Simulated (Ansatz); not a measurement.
Structure types of Bi compared at 19 GPa

Structure types of Bi are relaxed in primitive cells with their symmetry kept at 19 GPa, first on PAW files, then by LAPW. The enthalpy is E + pV at zero temperature, without zero-point motion. Only the types listed were tried, and differences under about 5 meV/atom are mesh noise. The real phase may be another.

Computed with Ansatz 0.2.0; functional LDA, scalar-relativistic. Settings: Fermi–Dirac smearing of 0.08 eV, no spin polarisation. Methods: LAPW: all electrons, basis error target 0.5 meV/atom; PAW: frozen-core files, cutoff 420 eV.

k meshes: fcc 14×14×14, bcc 14×14×14, hcp 13×13×7, omega 7×7×10, A7 11×11×11, diamond 10×10×10.

Spin–orbit coupling is left out, which matters for the heavy atoms. The PAW files were made under PBE.

Question: Which type is lowest in enthalpy, and by how much?

Answer: bcc, 26 meV/atom below hcp. The whole table:

```csv
start type,ends as,"a, b, c (Å)",V (Å³/atom),"H − H(lowest), LAPW (meV/atom)","same, PAW"
fcc,"fcc, Fm-3m","4.597, 4.597, 4.597",24.29,87.3,87.3
bcc,"bcc, Im-3m","3.644, 3.644, 3.644",24.19,0.0,0.0
hcp,"hcp, P6_3/mmc","3.293, 3.293, 5.172",24.28,25.9,25.9
omega,"omega, P6/mmm","5.207, 5.207, 3.128",24.48,55.1,55.1
A7,"R-3m, R-3m","3.267, 3.267, 7.888",24.30,81.3,81.3
diamond,"diamond, Fd-3m","6.448, 6.448, 6.448",33.51,1565.8,1565.7
```

Question: Split the lead of bcc over hcp into energy and pV.

Answer: For hcp less bcc: ΔE = +15.4 meV/atom, and p·ΔV = 19 GPa × +0.0878 Å³ × 6.242 meV/(GPa·Å³) = +10.4 meV/atom, together 25.8 meV/atom. bcc wins on both counts.
